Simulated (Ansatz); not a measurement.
Input:

KI:
```cif
data_I4K4
_chemical_formula_sum 'K4 I4'
_space_group_name_H-M_alt 'Fm-3m'
_space_group_IT_number 225
_space_group_name_Hall '-F 4 2 3'
_cell_length_a 7.09175
_cell_length_b 7.09175
_cell_length_c 7.09175
_cell_angle_alpha 90.000
_cell_angle_beta 90.000
_cell_angle_gamma 90.000
loop_
_atom_site_label
_atom_site_type_symbol
_atom_site_symmetry_multiplicity
_atom_site_Wyckoff_symbol
_atom_site_fract_x
_atom_site_fract_y
_atom_site_fract_z
_atom_site_occupancy
K1 K 4 a 0.00000 0.00000 0.00000 1
I1 I 4 b 0.50000 0.50000 0.50000 1
```
(The calculation used a cell of 2 atoms; values per cell refer to that cell.)

This is the r²SCAN-relaxed structure.

All from plane-wave PAW r²SCAN (Ansatz code), unless another level is named. Predict the gap with spin–orbit coupling.

4.27 eV.

And the HSE06 gap on the r²SCAN cell?

4.94 eV.

Predict the hole effective mass, band 2 of 3 at the edge.

2.6 along [100], 2.5 along [110], 2.5 along [111] (mₑ).

The r²SCAN relaxation kept the symmetry of its start; of distortions, only those at the zone centre were tested. Spin–orbit coupling is left out wherever it is not named.

Potentials: the later of the program's two PAW sets.
